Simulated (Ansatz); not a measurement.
Values for one crystal, relaxed and computed with LDA (plane waves, PAW; program Ansatz); other levels are named.

Volume per atom: 12.69 Å³
Band gap: 5.03 eV (indirect)
Smallest direct gap on the standard path: 5.31 eV
Valence-band maximum: on the A–Z line, 51 % of the way from A
Young's modulus: 165 GPa
Debye temperature from the elastic constants: 486 K
Highest zone-centre frequency (without LO–TO term): 556 cm⁻¹

### Question
Which compound is it?
A. SiRu, P2_13 (Si on 4a, Ru on 4a)
B. Ta2O5, Pmmm (Pearson symbol oP7)
C. YOF, P4/nmm (Y on 2c, O on 2b, F on 2a)
D. NaF, rock salt

### Answer
C, YOF, P4/nmm (Y on 2c, O on 2b, F on 2a)

The first step of the workflow began from a Materials Project structure, measured or hypothetical; the Crystallography Open Database copy checked does not list it. COD files the formula under space group No. 166, so this cell is another polymorph or a model. Its standing as an ambient phase is unchecked. The LDA relaxation kept the symmetry of its start; phonons on a q-mesh show no instability. No spin polarisation was allowed. Scalar-relativistic: spin–orbit coupling is off unless named, which matters more the heavier the elements.

Potentials: the later of the program's two PAW sets.
